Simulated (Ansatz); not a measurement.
ZnFI (Janus 2H monolayer), relaxed with r2SCAN. In-plane lattice: a = 3.617 Å, b = 3.617 Å, γ = 120.0°; thickness between the outer nuclei 2.85 Å. Zn is surrounded by 3 F at 2.31 Å and 3 I at 2.80 Å; F is surrounded by 3 Zn at 2.31 Å and 1 I at 2.85 Å; I is surrounded by 3 Zn at 2.80 Å and 1 F at 2.85 Å.

```
CELL_PARAMETERS angstrom
3.61721 0.00000 0.00000
-1.80860 3.13259 0.00000
0.00000 0.00000 29.23908
ATOMIC_POSITIONS crystal
Zn 0.33333 0.66667 0.31771
F 0.66667 0.33333 0.35157
I 0.66667 0.33333 0.25415
```
Periodic in the plane only; c spans the vacuum.

The questions ask for values computed with Ansatz on this geometry. Non-magnetic throughout. Whether this structure exists isn't addressed.

Problem. Is there a gap with r2SCAN, and of what kind?

Solution. With r2SCAN the gap is 0.60 eV and direct, at Γ.

Problem. What does LDA give for the gap (12×12×1 mesh)?

Solution. With LDA the gap is 0.10 eV and direct, at Γ. The gap differs by -0.50 eV from r2SCAN's.

Problem. How does the gap change from r2SCAN to r2SCAN0 (6×6×1)?

Solution. The r2SCAN0 gap is direct at Γ: 2.10 eV. The gap differs by +1.50 eV from r2SCAN's.

Problem. Estimate the gap with Hartree-Fock on 6×6×1.

Solution. With Hartree-Fock the gap is 6.87 eV and direct, at Γ. The gap differs by +6.27 eV from r2SCAN's.

Problem. Order these levels by the gap that they give, smallest first.
A. LDA
B. r2SCAN
C. PBE0
D. r2SCAN0
E. HSE06
F. Hartree-Fock
G. PBE

Solution. A (0.10 eV), G (0.26 eV), B (0.60 eV), E (1.19 eV), C (1.88 eV), D (2.10 eV), F (6.87 eV).

Problem. How do the levels compare, in gap and in cost?

Solution. r2SCAN covers 37 % of the step from PBE to HSE06, while HSE06 needs about 8 times r2SCAN's cost (on a coarser mesh). All these functionals give a gap of the same kind, direct.

Gaps or overlaps of about a tenth of an eV are at the limit of these meshes: between the points read a gap can be smaller or closed.

The meshes of the hybrids are coarse, so their gaps aren't converged to the digits shown.

Gaps under 0.1 eV (LDA) can't be told from a closed one: the bands may be in normal order or already inverted, which a gap's size doesn't show.
